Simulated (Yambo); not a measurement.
Yambo input for RbO2H3 (space group Cmc2_1, No. 36) (a = b = 5.8325 Å, c = 5.9398 Å, α = β = 90.00°, γ = 137.57°), on PBEsol (pw.x of Quantum ESPRESSO, ONCV potentials, no spin-orbit coupling) wavefunctions on a 4×4×4 mesh:

```
optics
chi
dipoles
kernel
FFTGvecs= 40 Ry
Chimod= "HARTREE"
NGsBlkXd= 3 Ry
% QpntsRXd
 1 | 1 |
%
% BndsRnXd
 1 | 103 |
%
GrFnTpXd= "R"
% EnRngeXd
 0.0 | 20.0 | eV
%
% DmRngeXd
 0.2 | 0.2 | eV
%
CGrdSpXd= 50
ETStpsXd= 161
% LongDrXd
 0.0 | 1.0 | 0.0 |
%
```

First lines of the file o-*.eps_q1_inv_rpa_dyson:

```
Absorption @ Q(1):   0.00000000     1.00000000     0.00000000    [q->0 direction]
#
# [ X ] Hartree size     :   89
# [GEN] GF Energies     : Perdew, Burke & Ernzerhof SOL(X)+Perdew, Burke & Ernzerhof SOL(C)
# [GEN] Green`s Function     : Retarded
#
# [GEN] Gauge     : Length
# [GEN] [r,Vnl] included     : yes
#
#    E[1] [eV]     Im(eps)     Re(eps)     Im(eps_o)     Re(eps_o)
#
     0.000000     -0.73094E-15     2.288844     -0.22617E-18     2.530922
     0.125000     0.586446E-3     2.289027     0.688140E-3     2.531137
     0.250000     0.001175     2.289576     0.001378     2.531781
     0.375000     0.001767     2.290492     0.002073     2.532856
     0.500000     0.002364     2.291779     0.002773     2.534366
     0.625000     0.002969     2.293441     0.003483     2.536316
     0.750000     0.003583     2.295482     0.004202     2.538710
     0.875000     0.004209     2.297909     0.004936     2.541557
     1.000000     0.004848     2.300731     0.005684     2.544866
     1.125000     0.005504     2.303955     0.006452     2.548647
     1.250000     0.006178     2.307594     0.007241     2.552912
     1.375000     0.006874     2.311659     0.008054     2.557677
     1.500000     0.007594     2.316165     0.008895     2.562956
     1.625000     0.008342     2.321127     0.009769     2.568768
     1.750000     0.009122     2.326565     0.010679     2.575135
     1.875000     0.009938     2.332499     0.011630     2.582081
     2.000000     0.010795     2.338952     0.012628     2.589633
     2.125000     0.011698     2.345952     0.013679     2.597820
     2.250000     0.012653     2.353529     0.014790     2.606679
     2.375000     0.013669     2.361717     0.015969     2.616248
     2.500000     0.014752     2.370556     0.017227     2.626573
     2.625000     0.015915     2.380090     0.018575     2.637704
     2.750000     0.017168     2.390371     0.020026     2.649701
     2.875000     0.018525     2.401458     0.021597     2.662632
     3.000000     0.020006     2.413421     0.023309     2.676576
     3.125000     0.021631     2.426340     0.025187     2.691625
     3.250000     0.023428     2.440309     0.027261     2.707888
     3.375000     0.025433     2.455443     0.029572     2.725494
     3.500000     0.027692     2.471878     0.032174     2.744599
     3.625000     0.030266     2.489780     0.035136     2.765394
     3.750000     0.033243     2.509355     0.038558     2.788113
     3.875000     0.036746     2.530864     0.042578     2.813056
     4.000000     0.040960     2.554644     0.047409     2.840604
```
(The file goes on to the top of the energy range.) Convergence of the RPA response with its 4×4×4 mesh was not tested.

Geometry of the Materials Project entry, not relaxed at this level.

The structure is a Materials Project entry; no match was found in the copy of COD used, and its stability was not checked.
